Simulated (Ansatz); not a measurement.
Relaxed Ti (hcp, Mg type):

```xyz
2
Lattice="2.9359 0.0000 0.0000 -1.4679 2.5425 0.0000 0.0000 0.0000 4.6366" Properties=species:S:1:pos:R:3 pbc="T T T"
Ti     0.0000     1.6950     3.4774
Ti     1.4679     0.8475     1.1591
```

In each cell atom 2 (Ti, nearest neighbour Ti at 2.872 Å; its periodic images, 2.9 Å or more away, move with it) moves by s·(1.000, 0.000, 0.000) (along Cartesian x), the rest being held.

Method: r2SCAN (plane waves to 500 eV, PAW, scalar-relativistic; Ansatz, an electronic-structure program). k mesh 15×15×8 (Γ-centred), Fermi-Dirac smearing 0.05 eV. Energies are smeared free energies. With partly filled bands, energies and forces of such displacements shift with the k mesh and the smearing. F⊥ is the part of the force across the line. Ti is run without spin polarisation. Ti was relaxed with its symmetry unable to fall. ΔE is measured from the undisplaced structure.

```csv
s (Å),ΔE (eV/cell),|F⊥| (eV/Å)
-0.860,0.351,0.374
-0.688,0.267,___
-0.516,___,___
-0.344,0.096,0.006
-0.172,___,0.013
0.000,0.000,0.000
0.172,___,0.013
0.344,0.096,0.006
0.516,___,___
0.688,0.267,___
0.860,0.351,0.374
```

Q: Complete the blanks.

A: 
- -0.688, |F⊥| (eV/Å): 0.150
- -0.516, ΔE (eV/cell): 0.177
- -0.516, |F⊥| (eV/Å): 0.016
- -0.172, ΔE (eV/cell): 0.028
- 0.172, ΔE (eV/cell): 0.028
- 0.516, ΔE (eV/cell): 0.177
- 0.516, |F⊥| (eV/Å): 0.016
- 0.688, |F⊥| (eV/Å): 0.150

(For displaced atoms, the force is minus the slope of the energy, and its curvature is a force constant, which sets phonon frequencies.)
